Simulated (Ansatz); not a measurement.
Geometry optimisation in Ansatz: input, command and trajectory.

```yaml
crystal:
  lattice:
    - [2.99067439, 2.99067439, 5.98134878]
    - [-2.99067439, -2.99067439, 5.98134878]
    - [8.97202317, -5.98134878, 2.99067439]
  atoms:
    - { symbol: Al, position: [0.1035883727, 0.5051705856, 0.797883251] }
    - { symbol: Al, position: [0.6012851955, 0.0009665669, 0.798129557] }
    - { symbol: Se, position: [0.5753375843, 0.8767202547, 0.5973961078] }
    - { symbol: Se, position: [0.4762793435, 0.3776760441, 0.8015357638] }
    - { symbol: Se, position: [0.9802668401, 0.8747711094, 0.7965221792] }
    - { symbol: Se, position: [0.376119003, 0.8741433523, 0.002057922] }
    - { symbol: Se, position: [0.7730027614, 0.8693470992, 0.206236786] }
    - { symbol: Se, position: [0.6683401361, 0.3734557548, 0.4005529583] }
    - { symbol: Se, position: [0.1743559637, 0.8766727918, 0.4023462496] }
    - { symbol: Se, position: [0.0746371899, 0.3724126941, 0.6026945442] }
    - { symbol: Se, position: [0.8728361133, 0.3764541603, 0.9988375271] }
    - { symbol: Se, position: [0.2759571474, 0.3745650373, 0.2018390684] }
    - { symbol: Ag, position: [0.198801217, 0.0025854735, 0.5993360619] }
    - { symbol: Ag, position: [0.0006757201, 0.0017351377, 0.9970578796] }
    - { symbol: Ag, position: [0.3996851789, 0.0010650947, 0.2014646752] }
    - { symbol: Ag, position: [0.700223503, 0.5002082551, 0.6001228528] }
    - { symbol: Ag, position: [0.4987476582, 0.5017052313, 0.0008845408] }
    - { symbol: Ag, position: [0.9030928667, 0.4968053442, 0.199847318] }
    - { symbol: Sn, position: [0.2998648771, 0.499413045, 0.3995251844] }
    - { symbol: Sn, position: [0.7952567853, 0.9984310564, 0.4013137677] }
  symmetry: { detect: false }
basis:
  ecutwfc: 420
kpoints:
  mp_grid: { grid: [2, 2, 2], shift: [0.5, 0.5, 0.5] }
hamiltonian:
  xc: pbe
scf:
  occupations: { method: gaussian, width: 0.1 }
  lower_state_search: "off"
output:
  forces: true
  stress: true
  eigenvalues: true
relax:
  adjacent_minimum: "off"
  f_tol: 0.04
  max_steps: 50
  cell: { stress_tol: 0.3 }
```

```bash
ansatz run input.yaml --threads 4 --pin off --max-ram 9216MiB --backend cpu --events-out ev --progress --plain --runs-dir out
```

Level of theory: Ansatz, DFT PBE, scalar-relativistic, plane waves, PAW.

Of 6 frames 6 are shown, positions in Å and forces in eV/Å; the SCF threshold varies from step to step. Steps run on the plane waves of an earlier cell, with a Pulay correction in the pressure. The basis is chosen afresh for the last frame, the zero of the energies, and at times for earlier ones too; energy and pressure step there, also at an unchanged geometry.

```xyz
20
Lattice="2.9907 2.9907 5.9813 -2.9907 -2.9907 5.9813 8.9720 -5.9813 2.9907" Properties=species:S:1:pos:R:3:forces:R:3 pbc="T T T" step=1 free_energy_over_end_meV_per_atom=57.63 pressure_GPa=1.42
Al    5.9576   -5.9734    6.0274    0.5197   -0.3960   -0.4713
Al    8.9562   -2.9785    5.9892    0.4622   -0.4487   -0.2701
Se    4.4585   -4.4746   10.4719    0.9349   -0.8336    0.2932
Se    7.4863   -4.4994    7.5049   -0.0770    0.1099   -1.3222
Se    7.4619   -4.4488   13.4778    0.0550   -0.1983   -1.3050
Se   -1.4710   -1.5017    7.4844   -1.0430    0.8293    0.8371
Se    1.5622   -1.5217   10.4403   -0.1249   -0.0121    0.1705
Se    4.4757   -1.5139    7.4293    0.1497    0.1814    0.5358
Se    1.5095   -4.5070    7.4899   -0.1777    0.0599   -0.0366
Se    4.5168   -4.4955    4.4764    0.3362   -0.5929    0.7443
Se   10.4461   -4.4899   10.4596   -0.7642    0.9052    0.9517
Se    1.5160   -1.5022    4.4946    0.1512   -0.1912    0.0271
Ag    5.9641   -2.9980    2.9970    0.0732    0.0457    0.0015
Ag    8.9425   -5.9669    2.9963    0.2266   -0.1572    0.1626
Ag    2.9997   -0.0129    2.9995   -0.1199    0.1893    0.1236
Ag    5.9825   -2.9914    8.9750    0.0012    0.0035   -0.0625
Ag   -0.0009   -0.0141    5.9867    0.1056   -0.1022    0.2215
Ag    3.0081    0.0197    8.9710   -0.1318    0.1958    0.0106
Sn    2.9878   -2.9865    5.9756   -0.3173   -0.1186   -0.6056
Sn    2.9930   -3.0080   11.9289   -0.2600    0.5309   -0.0063
20
Lattice="3.0282 3.0221 6.0405 -3.0233 -3.0293 6.0416 9.0048 -5.9796 3.0278" Properties=species:S:1:pos:R:3:forces:R:3 pbc="T T T" step=2 free_energy_over_end_meV_per_atom=5.49 pressure_GPa=-0.03
Al    6.0364   -6.0417    6.0471   -0.0363    0.0825    0.0063
Al    9.0659   -3.0176    6.0426   -0.0754    0.0933    0.0008
Se    4.5978   -4.6033   10.6274    0.0119   -0.0179    0.1715
Se    7.5308   -4.5089    7.3914   -0.0175    0.0386   -0.1497
Se    7.5267   -4.4930   13.4302   -0.0346   -0.0485   -0.1464
Se   -1.6154   -1.4114    7.6515   -0.0093   -0.0336   -0.0894
Se    1.5331   -1.5077   10.5710   -0.0444   -0.0188    0.1168
Se    4.5021   -1.4872    7.5650   -0.0337    0.0572    0.0010
Se    1.4776   -4.5168    7.5814   -0.0494    0.0754   -0.0272
Se    4.5994   -4.5989    4.5955   -0.0228   -0.0275    0.1392
Se   10.4012   -4.3603   10.6705    0.0303   -0.0179   -0.0844
Se    1.5118   -1.5033    4.5472    0.0301   -0.0337    0.0607
Ag    6.0340   -3.0381    3.0135    0.1359   -0.0694   -0.0235
Ag    8.9614   -5.9491    3.0803    0.0241    0.0102    0.1008
Ag    2.9671    0.0603    3.0505   -0.1019    0.1510    0.0318
Ag    6.0613   -3.0302    9.0546    0.0742   -0.0923   -0.0582
Ag   -0.0254    0.0113    6.0939   -0.0345    0.0382    0.1340
Ag    2.9740    0.0829    9.0835   -0.1127    0.1007   -0.0140
Sn    2.9858   -3.0074    5.9847    0.1713   -0.0951   -0.0531
Sn    3.0019   -2.9969   12.0291    0.0947   -0.1924   -0.1171
20
Lattice="2.9882 3.0063 6.1302 -3.0069 -2.9878 6.1303 8.9302 -5.9319 3.0419" Properties=species:S:1:pos:R:3:forces:R:3 pbc="T T T" step=3 free_energy_over_end_meV_per_atom=1.58 pressure_GPa=0.09
Al    5.9816   -5.9802    6.0709   -0.0443    0.0403    0.0250
Al    8.9766   -2.9842    6.0680   -0.0119    0.0250    0.0422
Se    4.5564   -4.5614   10.7572   -0.0598    0.0433    0.0317
Se    7.4626   -4.4622    7.4041   -0.0232   -0.0053    0.0862
Se    7.4448   -4.4509   13.5325    0.0115    0.0116    0.0759
Se   -1.6308   -1.3718    7.7489    0.0949   -0.1052   -0.0997
Se    1.4964   -1.4854   10.7967   -0.0002   -0.0219   -0.0178
Se    4.4307   -1.4321    7.7173    0.0265   -0.0256   -0.1003
Se    1.4290   -4.4348    7.7048    0.0291   -0.0134   -0.0973
Se    4.5654   -4.5647    4.6239   -0.0377    0.0264    0.0957
Se   10.2932   -4.3018   10.7840    0.1028   -0.1095   -0.0770
Se    1.5022   -1.4922    4.6728    0.0328   -0.0282   -0.0216
Ag    6.0196   -3.0378    2.9972    0.0741   -0.0410   -0.0776
Ag    8.8708   -5.8806    3.0979   -0.0023    0.0233    0.0510
Ag    2.9020    0.1009    3.1356   -0.0827    0.1032    0.0233
Ag    6.0258   -3.0289    9.1330    0.0480   -0.0561   -0.0833
Ag   -0.0607    0.0492    6.1882   -0.0300    0.0322    0.0684
Ag    2.8909    0.1283    9.2676   -0.0990    0.0816    0.0151
Sn    3.0065   -2.9989    6.0838   -0.0321   -0.0127    0.0270
Sn    2.9893   -2.9999   12.2085    0.0035    0.0320    0.0332
20
Lattice="2.9778 2.9843 6.2019 -2.9845 -2.9776 6.2019 8.8980 -5.9164 3.0926" Properties=species:S:1:pos:R:3:forces:R:3 pbc="T T T" step=4 free_energy_over_end_meV_per_atom=0.34 pressure_GPa=-0.04
Al    5.9691   -5.9671    6.1442    0.0142   -0.0192   -0.0358
Al    8.9471   -2.9854    6.1419    0.0198   -0.0234   -0.0215
Se    4.5460   -4.5495   10.8979   -0.0051   -0.0010    0.0159
Se    7.4478   -4.4670    7.4983    0.0151   -0.0075    0.0205
Se    7.4457   -4.4651   13.6980   -0.0038    0.0018    0.0257
Se   -1.6036   -1.3831    7.8224   -0.0057    0.0116    0.0493
Se    1.4940   -1.4897   10.9435    0.0247   -0.0185   -0.0369
Se    4.4153   -1.4314    7.8031    0.0295   -0.0342   -0.0513
Se    1.4291   -4.4146    7.8037    0.0347   -0.0360   -0.0547
Se    4.5494   -4.5532    4.6996   -0.0014    0.0029    0.0266
Se   10.2777   -4.3171   10.9130   -0.0179    0.0120    0.0478
Se    1.4981   -1.4940    4.7413    0.0303   -0.0286   -0.0226
Ag    6.0185   -3.0488    3.0183    0.0219   -0.0127   -0.0373
Ag    8.8364   -5.8584    3.1608   -0.0099    0.0090    0.0073
Ag    2.8657    0.1223    3.1937   -0.0449    0.0449    0.0128
Ag    6.0230   -3.0426    9.2223    0.0081   -0.0097   -0.0365
Ag   -0.0624    0.0539    6.2721   -0.0113    0.0197    0.0077
Ag    2.8616    0.1302    9.3948   -0.0445    0.0312    0.0127
Sn    2.9953   -2.9967    6.1661   -0.0241    0.0328    0.0267
Sn    2.9928   -2.9930   12.3619   -0.0297    0.0247    0.0437
20
Lattice="2.9748 2.9705 6.2313 -2.9698 -2.9747 6.2309 8.8793 -5.9075 3.1214" Properties=species:S:1:pos:R:3:forces:R:3 pbc="T T T" step=5 free_energy_over_end_meV_per_atom=0.12 pressure_GPa=0.02
Al    5.9590   -5.9575    6.1829   -0.0271    0.0206    0.0241
Al    8.9312   -2.9854    6.1831   -0.0261    0.0219    0.0192
Se    4.5441   -4.5479   10.9662    0.0043   -0.0029    0.0023
Se    7.4485   -4.4757    7.5454   -0.0012    0.0016   -0.0011
Se    7.4495   -4.4771   13.7764    0.0039    0.0027   -0.0061
Se   -1.5921   -1.3813    7.8642    0.0229   -0.0208   -0.0158
Se    1.5006   -1.4997   10.9922    0.0102   -0.0038    0.0111
Se    4.4150   -1.4439    7.8405   -0.0021   -0.0016   -0.0005
Se    1.4423   -4.4181    7.8391   -0.0023    0.0013   -0.0028
Se    4.5420   -4.5454    4.7358    0.0019   -0.0023    0.0033
Se   10.2586   -4.3150   10.9852    0.0253   -0.0231   -0.0203
Se    1.4998   -1.4988    4.7597    0.0079   -0.0063    0.0141
Ag    6.0208   -3.0543    3.0297    0.0021    0.0012    0.0055
Ag    8.8182   -5.8473    3.1991    0.0018   -0.0035   -0.0121
Ag    2.8451    0.1327    3.2114   -0.0105    0.0030    0.0008
Ag    6.0251   -3.0554    9.2609    0.0010   -0.0016    0.0044
Ag   -0.0571    0.0544    6.3094    0.0044   -0.0008   -0.0148
Ag    2.8447    0.1313    9.4420   -0.0082    0.0037    0.0040
Sn    2.9889   -2.9897    6.2011   -0.0093    0.0028   -0.0094
Sn    2.9898   -2.9927   12.4306    0.0010    0.0080   -0.0059
20
Lattice="2.9748 2.9705 6.2313 -2.9698 -2.9747 6.2309 8.8793 -5.9075 3.1214" Properties=species:S:1:pos:R:3:forces:R:3 pbc="T T T" step=6 free_energy_over_end_meV_per_atom=0.00 pressure_GPa=0.02
Al    5.9590   -5.9575    6.1829   -0.0271    0.0207    0.0241
Al    8.9312   -2.9854    6.1831   -0.0262    0.0219    0.0192
Se    4.5441   -4.5479   10.9662    0.0043   -0.0029    0.0024
Se    7.4485   -4.4757    7.5454   -0.0012    0.0016   -0.0011
Se    7.4495   -4.4771   13.7764    0.0039    0.0027   -0.0062
Se   -1.5921   -1.3813    7.8642    0.0228   -0.0207   -0.0158
Se    1.5006   -1.4997   10.9922    0.0104   -0.0040    0.0111
Se    4.4150   -1.4439    7.8405   -0.0020   -0.0016   -0.0007
Se    1.4423   -4.4181    7.8391   -0.0023    0.0012   -0.0030
Se    4.5420   -4.5454    4.7358    0.0019   -0.0022    0.0034
Se   10.2586   -4.3150   10.9852    0.0253   -0.0231   -0.0203
Se    1.4998   -1.4988    4.7597    0.0081   -0.0064    0.0142
Ag    6.0208   -3.0543    3.0297    0.0021    0.0011    0.0056
Ag    8.8182   -5.8473    3.1991    0.0018   -0.0035   -0.0121
Ag    2.8451    0.1327    3.2114   -0.0105    0.0031    0.0008
Ag    6.0251   -3.0554    9.2609    0.0010   -0.0016    0.0044
Ag   -0.0571    0.0544    6.3094    0.0044   -0.0008   -0.0148
Ag    2.8447    0.1313    9.4420   -0.0082    0.0037    0.0040
Sn    2.9889   -2.9897    6.2011   -0.0094    0.0028   -0.0093
Sn    2.9898   -2.9927   12.4306    0.0009    0.0081   -0.0058
```

Time: 32 s on 4 threads of AMD EPYC 9R45 96-Core Processor (Zen 5), with other jobs on the host, peak memory 2.2 GiB.

The k mesh is coarse.